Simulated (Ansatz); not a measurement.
Several occupations of a fcc lattice at one composition, 1 Ag, 5 Cu, 1 Ru, 4 Ir, 1 Rh. Sites, in fractions of the cell -3.792 -3.792 0.000; 0.000 3.792 3.792; -3.792 3.792 -3.792 Å:

| cell | sites |
| --- | --- |
| all | Ir (0.50 0.50 0.00) |
| 1 | Ag (0.83 0.17 0.67), Cu (0.00 0.50 0.00), Cu (0.17 0.83 0.33), Cu (0.33 0.67 0.67), Cu (0.67 0.33 0.33), Cu (0.83 0.67 0.67), Ir (0.00 0.00 0.00), Ir (0.17 0.33 0.33), Ir (0.33 0.17 0.67), Rh (0.50 0.00 0.00), Ru (0.67 0.83 0.33) |
| 2 | Ag (0.67 0.33 0.33), Cu (0.00 0.50 0.00), Cu (0.33 0.67 0.67), Cu (0.50 0.00 0.00), Cu (0.83 0.17 0.67), Cu (0.83 0.67 0.67), Ir (0.00 0.00 0.00), Ir (0.17 0.33 0.33), Ir (0.33 0.17 0.67), Rh (0.67 0.83 0.33), Ru (0.17 0.83 0.33) |
| 3 | Ag (0.83 0.67 0.67), Cu (0.00 0.00 0.00), Cu (0.17 0.83 0.33), Cu (0.33 0.17 0.67), Cu (0.67 0.33 0.33), Cu (0.83 0.17 0.67), Ir (0.00 0.50 0.00), Ir (0.33 0.67 0.67), Ir (0.67 0.83 0.33), Rh (0.50 0.00 0.00), Ru (0.17 0.33 0.33) |

Each was relaxed without symmetry on coarser meshes and computed once more. Computed with DFT PBE, scalar-relativistic, plane waves, PAW in Ansatz 0.2.0.

Cutoff 420 eV; k points 7×7×5 on the computed 12-atom cell (Γ-centred); Gaussian smearing, width 0.10 eV; no spin polarisation.

Warren–Cowley parameters of the first shell of the sublattice with most elements (negative: unlike neighbours preferred):
| cell | Cu-Ir | Ag-Cu | Cu-Rh | Cu-Ru | Ag-Ir | Ir-Rh |
| --- | --- | --- | --- | --- | --- | --- |
| 1 | -0.05 | -0.20 | 0.00 | -0.20 | 0.00 | -0.25 |
| 2 | -0.10 | 0.20 | 0.20 | 0.20 | 0.00 | 0.00 |
| 3 | 0.00 | -0.40 | -0.20 | -0.40 | -0.25 | -0.50 |

**Question.** Which occupation is lowest in energy, and by how much?

**Answer.** Cell 3.
| cell | E − E(lowest) (meV/atom) | V (Å³/atom) |
| --- | --- | --- |
| 3 | 0.0 | 13.71 |
| 1 | 25.3 | 13.80 |
| 2 | 27.6 | 13.75 |

The final mesh leaves forces up to 0.16 eV/Å and stresses up to 0.5 GPa: the relaxation ran on a coarser mesh, so the cell's shape, its bonds and its energy belong partly to that mesh.

Spin–orbit coupling is left out, which can shift energies with elements as heavy as these.